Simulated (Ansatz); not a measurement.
Ta$_{4}$C$_{3}$ (R3m), ideal shear of a crystal plane

Level of theory: Ansatz, DFT PBEsol, scalar-relativistic, plane waves, PAW. Cutoff 420 eV, Γ-centred 14×14×4 k-points, Gaussian smearing of 0.15 eV. Spin–orbit coupling is left out, which can shift energies with elements as heavy as these. No spin polarisation. Energies are free energies at this smearing, counted from the undisturbed cell; pressure is positive in compression.

The starting cell (relaxed at this level; it needn't be the usual structure):

```yaml
crystal:
  lattice:
    - [-3.10327, 0.00000, 0.00000]
    - [-1.55164, -2.68751, 0.00000]
    - [1.55164, 0.89584, 10.16451]
  atoms:
    - { symbol: Ta, position: [0.37337, 0.37337, 0.18937] }
    - { symbol: Ta, position: [0.62446, 0.62446, 0.94263] }
    - { symbol: Ta, position: [0.20962, 0.20962, 0.69810] }
    - { symbol: Ta, position: [0.79440, 0.79440, 0.45244] }
    - { symbol: C, position: [0.50259, 0.50259, 0.57703] }
    - { symbol: C, position: [0.99602, 0.99602, 0.05730] }
    - { symbol: C, position: [0.08454, 0.08454, 0.32287] }
```

The cut lies on the cell's a–b face, a (0 0 -1) plane (indices in the standard cell, whose axes needn't be the Cartesian ones shown) of area 8.34 Å², between layers 1.17 Å apart. Vector c is tilted by f times 1·a + 0·b (length 3.103 Å) with the atoms' Cartesian places fixed: one unrelaxed fault a cell. The traction is dγ/du, the slope of γ against the slip u in Å. Some rows repeat others by symmetry and weren't run.

```csv
f,γ (mJ/m²),traction (GPa)
0.0000,0,0.0
0.1000,916,61.3
0.2000,3912,131.1
0.3000,8742,170.3
0.4000,13634,128.3
0.5000,15769,0.0
0.6000,13634,-128.3
0.7000,8742,-170.3
0.8000,3912,-131.1
0.9000,916,-61.3
```

Task: Read off the first barrier and the stress needed to climb it, and compare with Frenkel's sinusoid.

Result: The first sampled maximum lies at f = 0.500, a slip of 1.55 Å, with γ ≈ 15769 mJ/m², which stands in for the unstable fault energy γ_us, and the steepest sampled slope before it is 170.3 GPa. A sinusoid γ = γ_us sin²(πu/λ) with its maximum there has λ = 3.10 Å and a largest slope πγ_us/λ = 159.6 GPa (1 mJ/m² per Å = 0.01 GPa). The stand-in is too high: the stress and forces give a traction of 367.3 GPa across the line at this point, so it is no saddle, and slip that bends off the line crosses lower.

Task: Is there a metastable fault on this line?

Result: Apart from points where γ returns to about zero, no local minimum shows among the samples, so at this sampling the line offers no fault for a dislocation to split on; a fault can still lie off the line.

The cut is rigid; relaxing the faces lowers these energies and usually the stresses.

In a metal these slopes depend on the k mesh and the smearing.

Cost: 6 runs of about 4.9 core-minutes in all, on Intel Xeon Platinum 8581C (Emerald Rapids) (shared hosts).